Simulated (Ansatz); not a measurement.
**H in ScSi$_{2}$**

All numbers below come from DFT r2SCAN, scalar-relativistic, plane waves, PAW (Ansatz 0.2.0).

Settings: cutoff 500 eV, Γ-centred mesh 12×12×10 on the computed 3-atom cell, Gaussian smearing of 0.10 eV; no spin polarisation for the host; each changed cell takes a mesh and smearing chosen by its own gap and starts from the host's moments or customary ones, or runs without spin. Cells and atoms are relaxed to the nearest stationary point that keeps the symmetry of their start (forces under 0.02 to 0.04 eV/Å, stress under 0.1 to 0.2 GPa); energies are at zero smearing, without zero-point or thermal terms.

Relaxed host (gap on the mesh 0 eV):

```yaml
crystal:
  lattice:
    - [3.99614, 0.00000, 0.00000]
    - [-1.99807, 3.46076, 0.00000]
    - [0.00000, 0.00000, 3.64932]
  atoms:
    - { symbol: Sc, position: [0.00000, 0.00000, 0.00000] }
    - { symbol: Si, position: [0.33333, 0.66667, 0.50000] }
    - { symbol: Si, position: [0.66667, 0.33333, 0.50000] }
```

Cases: (1) 2 H in a 1×1×1 repeat of the cell, at (0.333 0.667 0.000), (0.667 0.333 0.000) in fractions of that repeat, 1.82 Å from the nearest atom of the relaxed host.

Problem. Give the energy per H taken from half an H2 molecule (negative: uptake is favourable), the swelling and the final surroundings.

Solution.
| case | formula | energy per H (eV) | ΔV (%) | principal strains (%) | nearest host atoms of the first H | gap (eV) |
| --- | --- | --- | --- | --- | --- | --- |
| 1 | ScSi2H2 | 0.78 | +9.7 | +5.6 +1.9 +1.9 | 2 (Si) from 1.93 Å | 0 |

Each ion keeps what symmetry its start has, so a lower place off a symmetric site can be missed, above all for H.

Relaxed structure of case 1:

```
Sc Si H
1.0
     4.07211    0.00000    0.00000
    -2.03605    3.52655    0.00000
     0.00000    0.00000    3.85404
Sc Si H
1 2 2
Direct
  0.00000 0.00000 0.00000
  0.33333 0.66667 0.50000
  0.66667 0.33333 0.50000
  0.33333 0.66667 0.00000
  0.66667 0.33333 0.00000
```

Cost: 2 runs of about 1.9 core-minutes in all, on Intel Xeon Platinum 8259CL (Skylake/Cascade Lake) (shared hosts).